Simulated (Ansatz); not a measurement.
# RbS2Br, a known structure type with other elements, at an estimated volume

```
Rb Br S
1.0
     4.17669    0.00000    0.00000
    -2.08835    3.61712    0.00000
    -2.08835    1.20571    7.77244
Rb Br S
1 1 2
Direct
  0.00000 0.00000 0.00000
  0.50000 0.50000 0.50000
  0.23240 0.76760 0.69720
  0.76760 0.23240 0.30280
```

Single point in Ansatz 0.2.0 with PBE, no spin polarisation. Cutoff 420 eV, PAW datasets, 9×9×9 Γ-centred k mesh, fermi-dirac filling (width 0.0688 eV).

- Stress: The pressure is -0.4 GPa (compression positive), so with the atoms held at these fractions the cell is close to zero pressure. The principal stresses -2.3, 0.5, 0.5 GPa differ, so its shape would change too.
- Electronic structure: It is a metal, with about 5.9 states/eV a cell as the mean within 0.25 eV of the Fermi level, mostly S p (67 %) and Br p (28 %).
- Contacts: Br–S at 2.86 Å: least valence density 0.25 e/Å³ and ELF 0.30 there. Rb–S at 3.37 Å: least valence density 0.08 e/Å³ and ELF 0.05 there. These are pseudo-fields; inside the PAW spheres they differ from the all-electron ones.
- Charges: Bader charges in e: Rb +0.77, S -0.49, Br +0.21. In the mean Rb gives up most and S takes most.
- Formation energy: 0.33 eV an atom against the elements' usual phases (free molecules for gases, crystals otherwise, with no correction for O₂ or N₂), so at this geometry it isn't bound against them. Relaxing would lower it.
- Forces: The largest is on S3 (and as large on other atoms): 0.32 eV/Å, components (0.00, 0.00, -0.32). It makes 58° with the line to a nearest neighbour, Br2 at 2.86 Å.

Origin: a known structure type with other elements, at an estimated volume, so it need not be a known compound. Caveats: many states at the Fermi level without spin polarisation, so a magnetic state may lie lower.
